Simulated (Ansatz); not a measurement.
An Ansatz input:

```yaml
crystal:
  lattice:
    - [-2.5253189155, 2.8919502874, 1.3906565147]
    - [2.8919502874, -2.5253189155, 1.3906565147]
    - [2.6998714008, 2.6998714008, -0.7191704855]
  atoms:
    - { symbol: Au, position: [0.0114745961, 0.9885254039, 0.0] }
    - { symbol: Au, position: [0.7385254039, 0.2614745961, 0.5] }
hamiltonian:
  xc: blyp
  pseudopotentials:
    kind: paw
    azcp:
      Au: "pseudopotentials/Au.paw.azcp"
basis:
  ecutwfc: 420
  fft_grid_basis: typed
kpoints:
  mp_grid: { grid: [13, 13, 9], shift: [0, 0, 0] }
magnetization:
  spin_polarized: false
scf:
  occupations: { method: fermi_dirac, width: 0.1 }
  lower_state_search: "off"
output:
  stress: true
  write_density: true
  write_potential: true
  elf: true
  volumetric_format: npy
```

Output

```
Engine: ansatz 0.2.0, aarch64-unknown-linux-gnu
Pseudopotentials: kind: paw
Pseudopotential: Au, paw, valence charge 19, recommended cutoff 420 eV (normal) 
Functional definition: BLYP
  parameter beta = 0.0042
  parameter a = 0.04918
  parameter b = 0.132
  parameter c = 0.2533
  parameter d = 0.349
  exchange = b88_x(beta = beta)
  correlation = lyp_c(a = a, b = b, c = c, d = d)
Crystal: 2 atoms, lattice volume = 42.108 Å³
Basis set: ecut = 420 eV, 833 PW (Γ), exchange–correlation on 60×60×54 points (8 copies of the dense FFT grid, shifted against one another)
Bands: 23, of which v1, the nominal top of the filled ones, is band 19 counted from 1 (18 counted from 0)
Symmetry: 4 space group operations
Space group: C2/c (ITA 15), of the structure as read, at distance tolerance 3.5e-5 Å
k-points: 413 of 1521
Non-local potential: Au, projectors of the file, l = 0: 3, l = 1: 2, l = 2: 2, l = 3: 1
PAW form: soft (Blöchl's): semilocal exchange-correlation on the pseudo side does not see the compensation charge
PAW frozen core: Au, regenerated for the run's functional, and the local potential with it (the file was generated under x = pbe(κ = 0.804, μ = 0.2195149727645171), c = pbe(β = 0.06672455060314922))
PAW one-centre angular grid: Au, 590 points (default); XC on 64 Gauss nodes
Initial density: superposition of atomic densities (neutral atoms: chi_scale 0, normalization atom), corrected by the library's trained network
Initial wavefunctions: pseudopotential atomic-orbital guess
Functional: x = b88, c = lyp
SCF iter   1: F=—  HF=-26352.009703 eV  |F-HF|=—  |Δ(HF+E_count)|=         —  Δρ=4.46e-3  dr2=8.44e-3  ethr=1.77e-3  ⟨swp⟩=5.2  Hψ=36351  notcnv=0
SCF iter   2: F=—  HF=-26352.010653 eV  |F-HF|=—  |Δ(HF+E_count)|=   9.50e-4  Δρ=2.81e-3  dr2=3.16e-3  ethr=2.22e-5  ⟨swp⟩=2.3  Hψ=16978  notcnv=0
SCF iter   3: F=—  HF=-26352.010782 eV  |F-HF|=—  |Δ(HF+E_count)|=   1.28e-4  Δρ=6.26e-4  dr2=1.86e-4  ethr=8.30e-6  ⟨swp⟩=2.3  Hψ=13968  notcnv=0
SCF iter   4: F=—  HF=-26352.010853 eV  |F-HF|=—  |Δ(HF+E_count)|=   7.14e-5  Δρ=1.87e-4  dr2=1.26e-5  ethr=4.88e-7  ⟨swp⟩=2.1  Hψ=13089  notcnv=0
SCF iter   5: F=—  HF=-26352.010861 eV  |F-HF|=—  |Δ(HF+E_count)|=   7.99e-6  Δρ=5.09e-5  dr2=1.19e-6  ethr=3.31e-8  ⟨swp⟩=2.1  Hψ=13927  notcnv=0
SCF iter   6: F=-26352.010861 eV  HF=-26352.010861 eV  |F-HF|=1.85e-8  |Δ(HF+E_count)|=   4.07e-7  Δρ=1.07e-5  dr2=4.32e-8  ethr=2.63e-10  ⟨swp⟩=6.1  Hψ=61549  notcnv=0
SCF 1 converged in 6 iterations: F = -26352.010861 eV  dr2 = 4.32e-8
SCF converged after 6 iterations
Free energy (F): -26352.010861 eV
Harris-Foulkes:  -26352.010861 eV  (|F-HF|=1.85e-8)
Internal energy: -26351.991571 eV  (E = F + TS)
E sigma→0 (E₀):  -26352.001216 eV
Entropy (-TS):   -0.019291 eV (-9.645 meV/atom)
Fermi energy:    15.788407 eV
--- Per-component energies (eV) ---
  E_band       = -570.926001
  E_kinetic    = 1208.585677
  E_local      = -4150.335757  (includes V_loc(G=0)·N_el)
  E_nonlocal   = 143.056647
  E_hartree    = 1742.702021
  E_xc         = -448.350383
  E_vxc        = -539.407912  (∫ρ·V_xc dr)
  E_paw        = -19473.301208  (= ΣΔE_a)
  E_vpaw       = -718.240811  (= ΣTr[D̂ρ^β])
  E_aug_tail   = 0.002650  (compensation charges beyond the density's cutoff)
  E_ewald      = -5374.635802
  E_core_change = 0.284584  (= ΣΔE_core)
  E_smearing   = -0.019291  (= −TS)
  E_closure    = 0.000000  (closes the sum)
  Σ components = -26352.010861   (vs F -26352.010861, Δ=0.00e0)
--- Stress (GPa, compression-positive) ---
        0.005140       0.008232       0.010652
        0.008232       0.005140       0.010652
        0.010652       0.010652      -0.000704
  P = ⅓ Tr σ = 0.0032 GPa (0.032 kbar)
--- Band table (eV; the first three rows and the last of 413) ---
  k-point 0: bands = ["-89.0909", "-89.0811", "-40.5263", "-40.5155", "-40.4428", "-40.4260", "-40.4094", "-40.4031", "8.0073", "10.3779", "10.5800", "10.7528", "11.1462", "13.1721", "13.2278", "13.4026", "13.6793", "13.8814", "14.6328", "19.5734", "20.0157", "21.5666", "27.6085"]
  k-point 1: bands = ["-89.0906", "-89.0814", "-40.5231", "-40.5121", "-40.4423", "-40.4265", "-40.4132", "-40.4065", "8.1536", "10.3463", "10.5984", "10.9323", "11.1385", "12.9850", "13.0871", "13.6054", "13.7679", "13.8154", "14.4568", "18.2267", "20.3766", "22.7921", "27.9158"]
  k-point 2: bands = ["-89.0897", "-89.0822", "-40.5136", "-40.5024", "-40.4408", "-40.4279", "-40.4240", "-40.4163", "8.5757", "10.2801", "10.7864", "11.1217", "11.2823", "12.7625", "12.8617", "13.4432", "13.8711", "14.0259", "14.0571", "16.3274", "21.3122", "24.1514", "28.2519"]
  k-point 412: bands = ["-89.0861", "-89.0858", "-40.5346", "-40.5314", "-40.4376", "-40.4313", "-40.3989", "-40.3956", "9.8445", "9.9166", "11.1839", "11.3411", "12.7572", "12.8838", "13.0501", "13.1415", "13.6204", "13.7079", "14.8757", "15.6129", "17.2021", "17.9522", "32.0792"]
```
